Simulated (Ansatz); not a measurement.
CoO: pressure against volume

CoO, Fm-3m, a = 4.167 Å. Ansatz: PBEsol, PAW, 420 eV, Γ-centred 20×20×20 mesh on 2 atoms, Gaussian smearing 0.10 eV; collinear spin, largest moment 2.3 μB. Shape and atoms are relaxed at each volume; pressure is positive in compression.

| V (Å³/atom) | P (GPa) |
| --- | --- |
| 7.961 | 26.15 |
| 8.232 | 18.27 |
| 8.504 | ? |
| 8.775 | 5.32 |
| 9.046 | 0.00 |
| 9.318 | -4.71 |
| 9.589 | -9.19 |
| 9.951 | -14.77 |

Question: Take V0 = 9.046 Å³/atom, fit the third-order Birch–Murnaghan form to the other rows, and predict the missing pressure.

Answer: With the Eulerian strain f = ½[(V0/V)^(2/3) − 1] and y = P/[3f(1 + 2f)^(5/2)], the form is the line y = B0 + 1.5 B0 (B0′ − 4) f. Rows (f, y): 0.04446, 158.4; 0.03244, 160.4; 0.01024, 164.6; -0.00978, 168.7; -0.01906, 177.1; -0.03079, 187.4. Means f = 0.004585, y = 169.43; Σ(Δf)² = 0.004415, ΣΔfΔy = -1.525; the slope is their ratio. y = 171.0 − 345.5 f GPa, so B0 = 171.0 GPa and B0′ = 4 + 2 × (-345.5)/(3 × 171.0) = 2.65. At V = 8.504, f = 0.02103, y = 163.73 and P = 11.45 GPa. The run gave 11.25 GPa, so the fit is 0.20 GPa too high, within the rms miss on the fitted rows (0.28 GPa). Note that the largest moment runs from 1.72 to 2.53 μB along the series. With a term in f² added B0′ becomes 2.25, so this figure hangs on the form.

The largest moment runs from 1.72 to 2.53 μB along the series, so B0 and B0′ hold the change of the moment too.

The cell holds one magnetic atom, so it can only be ferromagnetic; an antiferromagnetic order may lie lower.